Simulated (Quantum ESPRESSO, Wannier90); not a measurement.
# Wannierisation of HgTe (P3₂21)

```
begin unit_cell_cart
ang
    4.6629300710    0.0000000000    0.0000000000
   -2.3314650355    4.0382158975    0.0000000000
    0.0000000000    0.0000000000   10.4080000000
end unit_cell_cart
begin atoms_frac
Hg  -0.3116800000 -0.3116800000  0.0000000000
Hg   0.3116800000  0.0000000000 -0.3333333333
Hg   0.0000000000  0.3116800000  0.3333333333
Te  -0.4862800000 -0.4862800000  0.5000000000
Te   0.4862800000  0.0000000000  0.1666666667
Te   0.0000000000  0.4862800000 -0.1666666667
end atoms_frac
```

Materials Project entry mp-1071269; symmetrised, unrelaxed at this level. Not found in the COD (Crystallography Open Database) copy used, which has the formula in other groups; not checked further. Computed values, not measurements, from PBEsol: Quantum ESPRESSO (norm-conserving PseudoDojo potentials, cutoff 66 Ry, no spin polarisation, no spin-orbit coupling) on a Γ-centred 4×4×4 mesh, then Wannier90. Density: 12×12×4 mesh, Gaussian smearing 0.01 Ry. The cell is built of weakly bound layers, chains or molecules. Database cells relaxed without dispersion often hold them too far apart, which can enlarge gaps and weakens couplings between them; spacing and stacking were not compared with the measured crystal. Spin-orbit coupling is left out although heavy elements are present.

Bands 28-30,46-54 form an isolated set from -11.89 to 0.00 eV relative to the valence-band maximum (on the path) and are turned into 12 Wannier functions by minimising the spread from the start: s and p on Te. Bands 31–45 (Hg 5d 94 %) lie between the kept ones and are excluded.

Q: Where do the functions sit, how wide are they and what are they made of?

A: 
```tsv
functions	spread (Å²)	nearest atom, distance (Å)	second atom, distance (Å)	weight on atomic waves
6	3.48	Te 0.58	Hg 2.76	Te 5p 50 %, Te 5s 36 %, Hg 5d 7 %
6	3.93	Te 1.20	Hg 1.53	Te 5p 56 %, Hg 6s 26 %, Te 5s 8 %
```

Ω_I = 41.76 Å², Ω_total = 44.46 Å²; the interpolated bands follow pw.x to 31 meV rms on the path. It is the lowest total spread that any start reached here.
